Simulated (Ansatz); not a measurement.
Question: Each is relaxed and computed with plane-wave PAW PBE (Ansatz code). Which is the only metal?
A. Ba2Ti2N3F3, P-4m2 (Pearson symbol tP10)
B. Al2O3, corundum
C. TiAlMo2C2, P6_3/mmc (Mo on 4f, Ti on 2a, Al on 2b, C on 4f)
D. SiB12C2, R-3m (B on 18h, B on 18h, C on 6c, Si on 3b)

Answer: C, TiAlMo2C2, P6_3/mmc (Mo on 4f, Ti on 2a, Al on 2b, C on 4f). TiAlMo2C2: metal; Ba2Ti2N3F3: gap 1.38 eV; Al2O3: gap 5.86 eV (direct); SiB12C2: gap 1.61 eV (indirect). Typed or built starts, not in the databases checked: TiAlMo2C2, P6_3/mmc (Mo on 4f, Ti on 2a, Al on 2b, C on 4f); Ba2Ti2N3F3, P-4m2 (Pearson symbol tP10); SiB12C2, R-3m (B on 18h, B on 18h, C on 6c, Si on 3b). Began spin-polarised and lost the moments: Ba2Ti2N3F3, P-4m2 (Pearson symbol tP10). All cells were relaxed under the symmetry of their starts (and spin orders); stability against distortions was not tested throughout. Rows with no word on spin ran without spin polarisation. Spin–orbit coupling is left out wherever it is not named.

Potentials: the earlier of the program's two PAW sets.
